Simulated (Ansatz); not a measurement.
Y (hcp (Mg type), space group No. 194) at seven volumes, plane-wave PAW LDA (Ansatz code), shape and atoms relaxed at each. One row is withheld.

```json
[
 {"V (Å³/atom)": "27.231", "P (GPa)": "4.82"},
 {"V (Å³/atom)": "28.129", "P (GPa)": "?"},
 {"V (Å³/atom)": "29.027", "P (GPa)": "1.43"},
 {"V (Å³/atom)": "29.925", "P (GPa)": "0.00"},
 {"V (Å³/atom)": "30.822", "P (GPa)": "-1.27"},
 {"V (Å³/atom)": "31.720", "P (GPa)": "-2.41"},
 {"V (Å³/atom)": "32.618", "P (GPa)": "-3.42"}
]
```

Task: Fit the shown pressures and predict the withheld one.

Result: P = (3/2)B₀(x^(7/2) − x^(5/2))[1 + (3/4)(B′ − 4)(x − 1)] with x = (V₀/V)^(2/3). Least squares on the six rows gives V₀ = 29.926 Å³/atom, B₀ = 44.9 GPa, B′ = 2.80. At V = 28.129, x = 1.0421 and P = 3.03 GPa. The run itself gave 3.03 GPa.

Space group P6_3/mmc (hcp (Mg type)). Symmetry was held in the LDA relaxation. The run is not spin-polarised.

Potentials: the later of the program's two PAW sets.
